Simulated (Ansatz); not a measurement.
Mo2H2NO2, M2XT2 MXene (fcc sites)-type layer, relaxed and computed with two functionals in Ansatz (plane waves, PAW).

```csv
functional,a (Å),thickness (Å)
PBE,2.828,7.72
r²SCAN+D4,?,?
```

Q: Some entries are withheld; supply them.

A: 
- r²SCAN+D4, a (Å): 2.799
- r²SCAN+D4, thickness (Å): 7.71

Began spin-polarised and lost the moments: Mo2H2NO2, M2XT2 MXene (fcc sites)-type layer with PBE; Mo2H2NO2, M2XT2 MXene (fcc sites)-type layer with r²SCAN+D4. All cells were relaxed under the symmetry of their starts (and spin orders); stability against distortions was not tested throughout. No Hubbard U is applied. Scalar-relativistic: spin–orbit coupling is off unless named, which matters more the heavier the elements. Constructed layers (a layer type filled with these elements): Mo2H2NO2, M2XT2 MXene (fcc sites)-type layer; Mo2H2NO2, M2XT2 MXene (fcc sites)-type layer.

Potentials: the later of the program's two PAW sets.

Ansatz (an electronic-structure program) is a plane-wave DFT program.
